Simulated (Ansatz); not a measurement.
# Sn (Im-3m), stationary points along a deformation path

These are results of DFT PBEsol, scalar-relativistic, plane waves, PAW (Ansatz), not measurements. The runs took a 420 eV cutoff, a Γ-centred 24×24×24 mesh and Gaussian smearing (0.15 eV). No spin polarisation. Energies are free energies at this smearing, counted from the undisturbed cell; pressure is positive in compression.

Reference structure (relaxed at this level; with this scan's settings it stands at -0.2 GPa; this bcc form isn't the usual structure):

```
Sn
1.0
    -1.87240    1.87240    1.87240
     1.87240   -1.87240    1.87240
     1.87240    1.87240   -1.87240
Sn
1
Direct
  0.00000 0.00000 0.00000
```

At fixed volume and fractional coordinates, lengths along (0.577, 0.577, 0.577) are scaled against those across it; ρ is that ratio over its starting value. V = 26.257 Å³/atom. Δσ is the stress along the axis less the mean stress across it (compression positive).

```
    ρ  ΔE (meV/atom)  Δσ (GPa) space group
0.500         4708.0    206.58         R-3m
0.600         1868.5     99.78         R-3m
0.710          590.0     43.78         R-3m
0.850           89.5     11.69         R-3m
0.930           15.7      3.82         R-3m
1.000            0.0      0.00        Im-3m
1.080           11.0     -2.25         R-3m
1.200           46.2     -3.41         R-3m
1.410           89.5      0.04         R-3m
1.700           46.8      2.00         R-3m
2.000           30.2      0.00        Pm-3m
```

Q: How does the stress give the slope of the energy, and where is the energy stationary?

A: Along the path d ln(length) is 2/3 d ln ρ on the axis and −1/3 d ln ρ across it, so dE/d ln ρ = −(2/3) V Δσ: the energy falls with ρ where Δσ is positive. Δσ vanishes or changes sign at ρ = 1.000 (Im-3m), a minimum at 0.0 meV/atom; between ρ = 1.200 and 1.410, a maximum (near 1.41 by linear interpolation); at ρ = 2.000 (Pm-3m, an end of the scan), at 30.2 meV/atom. Pairs of stationary points between two samples would go unseen, and could change a minimum read from distant neighbours into a maximum. At ρ = 1.000, 2.000 the cell is cubic, where symmetry alone makes the stress isotropic and the slope zero.

Q: Which shear constant sets the curvature at ρ = 1?

A: For a cubic crystal E/V = (2/3) C (ln ρ)² with C = C44, so Δσ = −2C ln ρ. The parabola of Δσ against ln ρ through ρ = 0.930, 1 and 1.080 gives C ≈ 21 GPa with the ions clamped, rough because the steps are large.

In a metal these slopes depend on the k mesh and the smearing.

Cost: 11 runs of about 3.9 core-minutes in all, on Arm Neoverse V1 (shared hosts).